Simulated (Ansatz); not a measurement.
# BaNa2V2CoO8: Electric field gradients

The cell is a diffraction structure from the COD, ions relaxed with PBE at fixed cell.

```yaml
crystal:
  lattice:
    - [5.54890, 0.00000, 0.00000]
    - [-2.77445, 4.80549, 0.00000]
    - [0.00000, 0.00000, 7.07410]
  atoms:
    - { symbol: Na, position: [0.66667, 0.33333, 0.66136] }
    - { symbol: Na, position: [0.33333, 0.66667, 0.33864] }
    - { symbol: Ba, position: [0.00000, 0.00000, 0.00000] }
    - { symbol: V, position: [0.33333, 0.66667, 0.76832] }
    - { symbol: V, position: [0.66667, 0.33333, 0.23168] }
    - { symbol: Co, position: [0.00000, 0.00000, 0.50000] }
    - { symbol: O, position: [0.66667, 0.33333, 0.99078] }
    - { symbol: O, position: [0.33333, 0.66667, 0.00922] }
    - { symbol: O, position: [0.33326, 0.16663, 0.32223] }
    - { symbol: O, position: [0.83337, 0.16663, 0.32223] }
    - { symbol: O, position: [0.83337, 0.66674, 0.32223] }
    - { symbol: O, position: [0.16663, 0.33326, 0.67777] }
    - { symbol: O, position: [0.16663, 0.83337, 0.67777] }
    - { symbol: O, position: [0.66674, 0.83337, 0.67777] }
```

Atoms are numbered from 1 in the order listed; like atoms form one site, named after its first atom.

Computed with Ansatz: DFT, PBE+U (U = 3.4 eV on Co d), plane waves and PAW, scalar-relativistic, collinear spin, 420 eV cutoff, Γ-centred 4×4×3 k-points, Fermi–Dirac smearing 0.02 eV. Start moments as typed (μB): 3 on each Co, none on the rest.

C_Q = eQV_zz/h, which is 24.18 MHz for Q = 1 b and V_zz = 10²¹ V/m²; η = (V_xx − V_yy)/V_zz.

²³Na: I = 3/2, Q = 104.0 mb; ¹³⁷Ba: I = 3/2, Q = 236.0 mb; ⁵¹V: I = 7/2, Q = -52.00 mb; Co-59: I = 7/2, Q = 420.0 mb; 17O: I = 5/2, Q = -25.58 mb. Nuclear quadrupole moments: year-2017 set (Pyykkö).

**Question.** Which values are expected at the nuclei?

**Answer.** 

```csv
site,atoms (order as listed),first shell,V_zz (10²¹ V/m²),η,C_Q (MHz)
Na,"1, 2",1 O at 2.33 Å; also 9 O at 2.78–2.88 Å,-0.51,0.05,-1.28
Ba,3,12 O at 2.79–3.20 Å,-17.18,0.01,-98.1
V,"4, 5",4 O at 1.70–1.73 Å,-3.03,0.03,3.82
Co,6,6 O at 2.04 Å,11.67,0.24,118
O7,"7, 8",1 V at 1.70 Å; also 1 Na at 2.33 Å,0.62,0.21,-0.382
O9,"9, 11, 12, 14","1 V at 1.73 Å, 1 Co at 2.04 Å, angle 164°; also 3 Na at 2.78–2.88 Å, 1 Ba at 2.79 Å",2.90,0.26,-1.79
O10,"10, 13","1 V at 1.73 Å, 1 Co at 2.04 Å, angle 164°; also 3 Na at 2.78–2.88 Å, 1 Ba at 2.79 Å",2.89,0.10,-1.79
```

The largest force is 0.6 eV/Å, so the atoms aren't at the calculated equilibrium and relaxing them would move these values. The electronic state that the run reached has lower symmetry than the atoms (orbital or charge order), so like atoms can differ and cubic sites can carry a gradient. The program didn't check the stability of this electronic state in full, so a lower one may lie near. Without spin–orbit coupling (the program notes it for Ba) the gradients are little affected as a rule: paired runs on crystals with a gap mostly move them by under 2 % at such atoms. With these PAW files V_zz is typically within 2 to 3 % of all-electron values, but misses above 10 % occur on Co. All moments are parallel here, as the start or the cell imposes; many such compounds order antiparallel, where fields and spin densities carried over to other atoms largely cancel. The magnetic order is the one that the run reached from its start moments, not necessarily the measured one.

Hardware: 1 thread of Arm Neoverse V1 (aarch64; 8 cores open to the job, memory cap 3.0 GiB, no GPU), a shared host with a load of 0.7 a core. Wall time 11 min, CPU time 11 min, peak memory 2.1 GiB.
